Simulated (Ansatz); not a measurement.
CaO:
```
CaO
1.0
    0.00000     2.41541     2.41541
    2.41541     0.00000     2.41541
    2.41541     2.41541     0.00000
Ca O
1 1
Direct
  0.00000   0.00000   0.00000
  0.50000   0.50000   0.50000
```

Relaxed with PBE. Special points in fractions of this cell's reciprocal vectors: Γ (0.000, 0.000, 0.000); X (0.500, 0.000, 0.500); U (0.625, 0.250, 0.625); K (0.375, 0.375, 0.750); L (0.500, 0.500, 0.500); W (0.500, 0.250, 0.750).

List the band energies nearest the valence-band maximum at these points for DFT-PBE in the program Ansatz with PAW potentials.

In eV from the valence-band maximum; about four levels below and three above (degenerate sets whole), none deeper than 8.9 eV; points with the same levels are listed once.

| k | below | above |
|---|---|---|
| Γ | 0.00 0.00 0.00 | 4.61 6.20 6.20 6.20 |
| X | -1.31 -0.38 -0.38 | 3.66 7.94 8.81 |
| U | -1.32 -1.21 -0.77 | 5.12 7.92 8.45 |
| L | -2.59 -1.16 -1.16 | 6.98 8.27 8.27 |
| W | -1.26 -1.06 -1.06 | 6.27 6.27 8.28 |

Space group Fm-3m (rock salt). Symmetry was held in the PBE relaxation.

Potentials: the earlier of the program's two PAW sets.
